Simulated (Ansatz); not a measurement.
The relaxed structure here is a generated cell of SiO2: the first start was made by placing the elements on the sites of a structure type, and the end was not matched to a known phase here, so it may be hypothetical. Known forms of SiO2 include space group No. 92, 136, 152, 154.

The end point of a relaxation of SiO$_{2}$. Space group P-62m (No. 189). Level of theory: PBEsol (plane waves to 420 eV, PAW, scalar-relativistic; Ansatz, an electronic-structure program).

```xyz
9
Lattice="5.0899 0.0000 0.0000 -2.5450 4.4080 0.0000 0.0000 0.0000 4.0769" Properties=species:S:1:pos:R:3 pbc="T T T"
O      1.8917     0.0000     0.0000
O     -0.9459     1.6383     0.0000
O      1.5991     2.7698     0.0000
O      3.4942     0.0000     2.0384
O     -1.7471     3.0261     2.0384
O      0.7979     1.3819     2.0384
Si     0.0000     0.0000     2.0384
Si     0.0000     2.9387     0.0000
Si     2.5450     1.4693     0.0000
```

Q: What is the computed band gap (PBEsol)?

A: 1.89 eV, indirect (valence top at K, conduction bottom at Γ) (no spin-orbit coupling).

Q: What smallest direct gap does PBEsol give?

A: 2.55 eV at Γ.

No spin polarisation in the result.

The run could not lower the symmetry of its start; a shaken copy of this end point relaxes with PBEsol to C2/m (No. 12), 760 meV/atom lower.
